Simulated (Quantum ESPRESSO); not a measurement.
Simulation results for CaMg$_{2}$ZnO$_{4}$ (made-up cell), CaMgZn$_{2}$O$_{4}$ (made-up cell)

All values are calculated (Quantum ESPRESSO 7.5). Calculation on a made-up crystal cell, not a measurement: periodic Kohn-Sham density functional theory in plane waves with PseudoDojo standard norm-conserving scalar-relativistic pseudopotentials, each functional with its own files (v0.5 for PBE, v0.4.1 for LDA and PBEsol), no spin polarisation, no spin-orbit coupling, atoms not relaxed, stress positive in tension, energies less a fixed whole-eV offset for each atom's element; levels are Kohn-Sham levels at fractions of this cell's reciprocal vectors, counted from the reference band (half the neutral cell's valence electrons, rounded up) at Gamma; error bars cover cutoff and k-mesh only, not smearing or the files; added strain carries the atoms with the cell, and shear is the tensor component; each bar is the largest change over components, and at least 0.002 eV, 0.002 eV per angstrom or 0.02 GPa; energies are for the whole cell, and the offsets were chosen from early runs and are not element reference energies.

Common to all runs: lattice type rocksalt; functional pbe; cutoff 1143 eV; fermi dirac smearing 0.025 eV; scf tolerance 1e-07 eV; electrons removed 0; added strain kind biaxial xx and yy; k mesh 4 x 4 x 4, shifted by half a step.

```yaml
- entry: 1
  formula: CaMg2ZnO4
  kind: "made-up cell"
  unstrained_structure:
    cell_angstrom:
      - [4.4578, 0.046, 0.0731]
      - [0.046, 4.5411, -0.0344]
      - [0.0731, -0.0344, 4.5859]
    atoms_fractional:
      - [Mg, -0.01243, 0.01587, 0.00549]
      - [Zn, 0.01415, 0.51289, 0.50948]
      - [Ca, 0.50362, -0.0066, 0.47955]
      - [Mg, 0.50652, 0.492, 0.00403]
      - [O, 0.5077, -0.00369, 0.00608]
      - [O, 0.48758, 0.49905, 0.51886]
      - [O, 1.0114, -0.00019, 0.50487]
      - [O, 1.01893, 0.48186, 0.01038]
  given:
    added_strain: 0.0065
    structure_shown: "before the added strain of 0.0065"
    atom_site: [1, 2, 3, 4, 5, 6, 7, 8]
    "atom_energy_offset [eV]": [-1617, -5687, -1055, -1617, -452, -452, -452, -452]
  results:
    "free_energy_less_offsets [eV]": 0.4275
    "smearing_term_minus_ts [eV]": 0.0
    scf_iterations: 12
    "pressure [GPa]": -6.384
    "stress_xx [GPa]": 5.126
    "stress_yy [GPa]": 7.328
    "stress_zz [GPa]": 6.699
    "stress_yz [GPa]": -1.049
    "stress_xz [GPa]": 3.238
    "stress_xy [GPa]": 1.949
    force_site: [1, 2, 3, 4, 5, 6, 7, 8]
    "force_x [eV/angstrom]": [0.5441, 0.07873, 0.1526, -0.2321, 0.2549, 0.3937, -0.6461, -0.5458]
    "force_y [eV/angstrom]": [-0.1968, -0.1065, 0.2404, 0.1058, 0.02303, -0.1478, -0.1896, 0.2713]
    "force_z [eV/angstrom]": [-0.2812, 0.01659, 1.393, -0.308, -0.6526, -0.2216, -0.01279, 0.06661]
    "error_bar_energy [eV]": 0.002
    "error_bar_stress [GPa]": 0.03667
    "error_bar_force [eV/angstrom]": 0.002
    error_bars_from: "tighter rerun of a related cell"
- entry: 2
  formula: CaMg2ZnO4
  kind: "made-up cell"
  unstrained_structure:
    cell_angstrom:
      - [4.4578, 0.046, 0.0731]
      - [0.046, 4.5411, -0.0344]
      - [0.0731, -0.0344, 4.5859]
    atoms_fractional:
      - [Mg, -0.01243, 0.01587, 0.00549]
      - [Zn, 0.01415, 0.51289, 0.50948]
      - [Ca, 0.50362, -0.0066, 0.47955]
      - [Mg, 0.50652, 0.492, 0.00403]
      - [O, 0.5077, -0.00369, 0.00608]
      - [O, 0.48758, 0.49905, 0.51886]
      - [O, 1.0114, -0.00019, 0.50487]
      - [O, 1.01893, 0.48186, 0.01038]
  given:
    added_strain: 0.0126
    structure_shown: "before the added strain of 0.0126"
    atom_site: [1, 2, 3, 4, 5, 6, 7, 8]
    "atom_energy_offset [eV]": [-1617, -5687, -1055, -1617, -452, -452, -452, -452]
  results:
    "free_energy_less_offsets [eV]": 0.4768
    "smearing_term_minus_ts [eV]": 0.0
    scf_iterations: 12
    "pressure [GPa]": -7.642
    "stress_xx [GPa]": 6.705
    "stress_yy [GPa]": 8.676
    "stress_zz [GPa]": 7.543
    "stress_yz [GPa]": -1.053
    "stress_xz [GPa]": 3.219
    "stress_xy [GPa]": 1.916
    force_site: [1, 2, 3, 4, 5, 6, 7, 8]
    "force_x [eV/angstrom]": [0.5158, 0.1155, 0.1237, -0.2439, 0.2778, 0.36, -0.6209, -0.5282]
    "force_y [eV/angstrom]": [-0.1569, -0.09152, 0.226, 0.09615, 0.03183, -0.1349, -0.2048, 0.234]
    "force_z [eV/angstrom]": [-0.2761, 0.01481, 1.4, -0.3016, -0.6499, -0.2316, -0.02097, 0.06575]
    "error_bar_energy [eV]": 0.002
    "error_bar_stress [GPa]": 0.03667
    "error_bar_force [eV/angstrom]": 0.002
    error_bars_from: "tighter rerun of a related cell"
- entry: 3
  formula: CaMg2ZnO4
  kind: "made-up cell"
  unstrained_structure:
    cell_angstrom:
      - [4.4578, 0.046, 0.0731]
      - [0.046, 4.5411, -0.0344]
      - [0.0731, -0.0344, 4.5859]
    atoms_fractional:
      - [Mg, -0.01243, 0.01587, 0.00549]
      - [Zn, 0.01415, 0.51289, 0.50948]
      - [Ca, 0.50362, -0.0066, 0.47955]
      - [Mg, 0.50652, 0.492, 0.00403]
      - [O, 0.5077, -0.00369, 0.00608]
      - [O, 0.48758, 0.49905, 0.51886]
      - [O, 1.0114, -0.00019, 0.50487]
      - [O, 1.01893, 0.48186, 0.01038]
  given:
    added_strain: 0.0208
    structure_shown: "before the added strain of 0.0208"
    atom_site: [1, 2, 3, 4, 5, 6, 7, 8]
    "atom_energy_offset [eV]": [-1617, -5687, -1055, -1617, -452, -452, -452, -452]
  results:
    "free_energy_less_offsets [eV]": 0.5594
    "smearing_term_minus_ts [eV]": 0.0
    scf_iterations: 12
    "pressure [GPa]": -9.189
    "stress_xx [GPa]": 8.625
    "stress_yy [GPa]": 10.31
    "stress_zz [GPa]": 8.634
    "stress_yz [GPa]": -1.056
    "stress_xz [GPa]": 3.191
    "stress_xy [GPa]": 1.871
    force_site: [1, 2, 3, 4, 5, 6, 7, 8]
    "force_x [eV/angstrom]": [0.4794, 0.1633, 0.08524, -0.2577, 0.3071, 0.3194, -0.5884, -0.5083]
    "force_y [eV/angstrom]": [-0.1064, -0.07277, 0.2085, 0.08317, 0.04268, -0.1193, -0.2236, 0.1877]
    "force_z [eV/angstrom]": [-0.2704, 0.01267, 1.406, -0.2934, -0.6461, -0.2431, -0.03073, 0.06495]
    "error_bar_energy [eV]": 0.002
    "error_bar_stress [GPa]": 0.03667
    "error_bar_force [eV/angstrom]": 0.002
    error_bars_from: "tighter rerun of this cell"
- entry: 4
  formula: CaMgZn2O4
  kind: "made-up cell"
  unstrained_structure:
    cell_angstrom:
      - [4.4868, -0.0541, 0.0063]
      - [-0.0541, 4.5171, -0.0173]
      - [0.0063, -0.0173, 4.4588]
    atoms_fractional:
      - [Zn, -0.00222, 0.00963, 0.01262]
      - [Ca, 0.00425, 0.50896, 0.51491]
      - [Zn, 0.50071, -0.00224, 0.50751]
      - [Mg, 0.51002, 0.50236, 0.00183]
      - [O, 0.49923, 0.012, 0.0008]
      - [O, 0.49335, 0.48707, 0.48794]
      - [O, 0.99361, -0.00301, 0.51244]
      - [O, 1.00992, 0.49178, -0.00021]
  given:
    added_strain: -0.0216
    structure_shown: "before the added strain of -0.0216"
    atom_site: [1, 2, 3, 4, 5, 6, 7, 8]
    "atom_energy_offset [eV]": [-5687, -1055, -5687, -1617, -452, -452, -452, -452]
  results:
    "free_energy_less_offsets [eV]": 0.8208
    "smearing_term_minus_ts [eV]": 0.0
    scf_iterations: 12
    "pressure [GPa]": 4.286
    "stress_xx [GPa]": -5.17
    "stress_yy [GPa]": -4.321
    "stress_zz [GPa]": -3.368
    "stress_yz [GPa]": -0.6306
    "stress_xz [GPa]": 0.3467
    "stress_xy [GPa]": -1.972
    force_site: [1, 2, 3, 4, 5, 6, 7, 8]
    "force_x [eV/angstrom]": [0.1239, -0.413, -0.01584, -0.2679, 0.09029, 0.7218, -0.0003562, -0.239]
    "force_y [eV/angstrom]": [0.01555, -0.6205, 0.188, -0.1114, -0.4855, 0.3169, 0.4383, 0.2585]
    "force_z [eV/angstrom]": [-0.01493, -0.7858, -0.06356, 0.2013, -0.02729, 0.2244, -0.1821, 0.648]
    "error_bar_energy [eV]": 0.002
    "error_bar_stress [GPa]": 0.03662
    "error_bar_force [eV/angstrom]": 0.002
    error_bars_from: "tighter rerun of a related cell"
- entry: 5
  formula: CaMgZn2O4
  kind: "made-up cell"
  unstrained_structure:
    cell_angstrom:
      - [4.4868, -0.0541, 0.0063]
      - [-0.0541, 4.5171, -0.0173]
      - [0.0063, -0.0173, 4.4588]
    atoms_fractional:
      - [Zn, -0.00222, 0.00963, 0.01262]
      - [Ca, 0.00425, 0.50896, 0.51491]
      - [Zn, 0.50071, -0.00224, 0.50751]
      - [Mg, 0.51002, 0.50236, 0.00183]
      - [O, 0.49923, 0.012, 0.0008]
      - [O, 0.49335, 0.48707, 0.48794]
      - [O, 0.99361, -0.00301, 0.51244]
      - [O, 1.00992, 0.49178, -0.00021]
  given:
    added_strain: -0.0087
    structure_shown: "before the added strain of -0.0087"
    atom_site: [1, 2, 3, 4, 5, 6, 7, 8]
    "atom_energy_offset [eV]": [-5687, -1055, -5687, -1617, -452, -452, -452, -452]
  results:
    "free_energy_less_offsets [eV]": 0.7853
    "smearing_term_minus_ts [eV]": 0.0
    scf_iterations: 12
    "pressure [GPa]": 0.4426
    "stress_xx [GPa]": -0.6249
    "stress_yy [GPa]": 0.1164
    "stress_zz [GPa]": -0.8193
    "stress_yz [GPa]": -0.6419
    "stress_xz [GPa]": 0.3326
    "stress_xy [GPa]": -1.923
    force_site: [1, 2, 3, 4, 5, 6, 7, 8]
    "force_x [eV/angstrom]": [0.1151, -0.3513, 0.00255, -0.2667, 0.09146, 0.6607, -0.01245, -0.2394]
    "force_y [eV/angstrom]": [0.07154, -0.5585, 0.2172, -0.1483, -0.4493, 0.3055, 0.3686, 0.1934]
    "force_z [eV/angstrom]": [-0.02384, -0.8019, -0.05969, 0.1915, -0.0264, 0.2513, -0.1769, 0.646]
    "error_bar_energy [eV]": 0.002
    "error_bar_stress [GPa]": 0.03662
    "error_bar_force [eV/angstrom]": 0.002
    error_bars_from: "tighter rerun of a related cell"
- entry: 6
  formula: CaMgZn2O4
  kind: "made-up cell"
  unstrained_structure:
    cell_angstrom:
      - [4.4868, -0.0541, 0.0063]
      - [-0.0541, 4.5171, -0.0173]
      - [0.0063, -0.0173, 4.4588]
    atoms_fractional:
      - [Zn, -0.00222, 0.00963, 0.01262]
      - [Ca, 0.00425, 0.50896, 0.51491]
      - [Zn, 0.50071, -0.00224, 0.50751]
      - [Mg, 0.51002, 0.50236, 0.00183]
      - [O, 0.49923, 0.012, 0.0008]
      - [O, 0.49335, 0.48707, 0.48794]
      - [O, 0.99361, -0.00301, 0.51244]
      - [O, 1.00992, 0.49178, -0.00021]
  given:
    added_strain: 0.0082
    structure_shown: "before the added strain of 0.0082"
    atom_site: [1, 2, 3, 4, 5, 6, 7, 8]
    "atom_energy_offset [eV]": [-5687, -1055, -5687, -1617, -452, -452, -452, -452]
  results:
    "free_energy_less_offsets [eV]": 0.8276
    "smearing_term_minus_ts [eV]": 0.0
    scf_iterations: 12
    "pressure [GPa]": -3.828
    "stress_xx [GPa]": 4.278
    "stress_yy [GPa]": 4.92
    "stress_zz [GPa]": 2.285
    "stress_yz [GPa]": -0.6516
    "stress_xz [GPa]": 0.3184
    "stress_xy [GPa]": -1.857
    force_site: [1, 2, 3, 4, 5, 6, 7, 8]
    "force_x [eV/angstrom]": [0.104, -0.2781, 0.02368, -0.2653, 0.09204, 0.5886, -0.0253, -0.2395]
    "force_y [eV/angstrom]": [0.132, -0.4857, 0.2507, -0.1894, -0.4075, 0.2937, 0.2885, 0.1176]
    "force_z [eV/angstrom]": [-0.03349, -0.8159, -0.05379, 0.1797, -0.02616, 0.2779, -0.1703, 0.642]
    "error_bar_energy [eV]": 0.002
    "error_bar_stress [GPa]": 0.03662
    "error_bar_force [eV/angstrom]": 0.002
    error_bars_from: "tighter rerun of a related cell"
```
